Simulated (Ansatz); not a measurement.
TiNb in space group Cmmm (No. 65; Ti on 2c, Nb on 2a), plane-wave PAW r²SCAN (Ansatz code), all energies at zero smearing, with the estimated change up to a 700 eV cutoff added, with one set of potentials and settings (totals compare only within such a set). Cell of 2 atoms (1 Ti, 1 Nb): -7067.912 eV.

| element | reference phase | E (eV/atom) |
|---|---|---|
| Ti | P6/mmm, 3 atoms in the cell | -2504.3896 |
| Nb | Im-3m, 1 atoms in the cell | -4563.6321 |

Formation energy per atom, worked out: (-7067.912 − 1×(-2504.3896) − 1×(-4563.6321))/2 = 0.055 eV/atom (5 kJ per mol of atoms), at 0 K, without zero-point energy or fitted corrections.

The workflow started from a Materials Project entry (that database holds measured and hypothetical structures alike); the Crystallography Open Database copy checked does not list it. With Ti and Nb taken as one species the cell has the higher symmetry Im-3m, so it may be an ordered model of a mixed-site phase. Its standing as an ambient phase is unchecked. The r²SCAN relaxation kept the symmetry of its start; its stability against distortions is not shown here. No spin polarisation was allowed. The references are the lowest solids computed at this level, not always the standard phases.

Potentials: the later of the program's two PAW sets.
